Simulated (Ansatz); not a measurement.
A geometry of W away from equilibrium: step 2 of the relaxation of a relaxed W cell, doubled along one cell vector, shaken by Gaussian noise of σ = 0.08 Å a coordinate. The numbers are results of r2SCAN (plane waves to 500 eV, PAW, scalar-relativistic; Ansatz, a first-principles code), not measurements. Γ-centred k-mesh 12×12×6 on the run's cell (coarser than for final values), Fermi–Dirac smearing 0.05 eV. The plane waves were selected for a different cell earlier on the path.

```
W
1.0
    2.62115     0.00375    -0.00129
    0.00375     2.62146     0.00133
   -0.00258     0.00266     5.14419
W
2
Direct
  0.89862   0.10906   0.00477
  0.05402   0.94864   0.50381
```

Question: Give the Cartesian forces on all atoms (eV/Å).

Answer: 
```tsv
atom	Fx	Fy	Fz
W1	-1.08	1.09	-0.06
W2	1.08	-1.09	0.06
```

The path ends in Im-3m (No. 229) (bcc (W type)). No spin polarisation in the result.

The run could not lose the symmetry of its start.

Of the parent cell (Pm-3m (No. 221)): it is a generated cell of W: the first start was made by placing the elements on the sites of a structure type, and the end was not matched to a known phase here, so it may be hypothetical. Known forms of W include space group No. 229.
